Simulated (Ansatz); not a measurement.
InP (CsCl type, space group No. 221), the program Ansatz at the r²SCAN level (PAW), all energies at zero smearing, with the estimated change up to a 700 eV cutoff added, with one set of potentials and settings (totals compare only within such a set). Cell of 2 atoms (1 In, 1 P): -6370.216 eV.

| element | reference phase | E (eV/atom) |
|---|---|---|
| In | I4/mmm, 1 atoms in the cell | -5611.8204 |
| P | Cmce, 4 atoms in the cell | -759.1646 |

Formation energy per atom, worked out: (-6370.216 − 1×(-5611.8204) − 1×(-759.1646))/2 = 0.385 eV/atom (37 kJ per mol of atoms), at 0 K, without zero-point energy or fitted corrections.

Space group Pm-3m (CsCl type). The cell is a constructed one: a structure type filled with these elements; neither database checked (COD, Materials Project) lists it. It is not the phase usual at ambient conditions (space group No. 216). The r²SCAN relaxation kept the symmetry of its start; whether a distortion lowers the energy is not shown. The references are the lowest solids computed at this level, not always the standard phases.

Potentials: the later of the program's two PAW sets.
